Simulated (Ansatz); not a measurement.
MoIr:
```xyz
2
Lattice="2.7638 0.0000 0.0000 0.0000 2.7638 0.0000 0.0000 0.0000 3.9208" Properties=species:S:1:pos:R:3 pbc="T T T"
Ir     0.0000     0.0000     0.0000
Mo     1.3819     1.3819     1.9604
```

Relaxed with PBE. Special points in fractions of this cell's reciprocal vectors: Γ (0.000, 0.000, 0.000); X (0.000, 0.500, 0.000); M (0.500, 0.500, 0.000); Z (0.000, 0.000, 0.500); R (0.000, 0.500, 0.500); A (0.500, 0.500, 0.500).

### Question
List the band energies nearest the Fermi level at these points for PBE with spin–orbit coupling in the plane-wave PAW code Ansatz.

### Answer
In eV from the Fermi level; about four levels below and three above (degenerate sets whole), none deeper than 8.9 eV; points with the same levels are listed once.

```tsv
k	below	above
Γ	-2.07 -2.07 -0.16 -0.16	0.38 0.38 2.70 2.70
X	-2.00 -2.00 -0.93 -0.93	0.08 0.08 1.37 1.37
M	-6.03 -6.03 -5.85 -5.85	1.52 1.52 1.59 1.59
Z	-1.23 -1.23 -0.64 -0.64	0.17 0.17 0.62 0.62
R	-1.76 -1.76 -0.12 -0.12	0.85 0.85 1.59 1.59
A	-2.73 -2.73 -1.49 -1.49	0.95 0.95 1.67 1.67
```

Space group P4/mmm (L1₀ or tetragonal B2). The start of the workflow was typed in or built on a structure type; neither database checked (COD, Materials Project) lists it. COD files the formula under space group No. 51. Whether it is the stable phase at ambient conditions was not checked. Symmetry was held in the PBE relaxation; its stability against distortions is not shown here. No spin polarisation was allowed.

Potentials: the later of the program's two PAW sets.
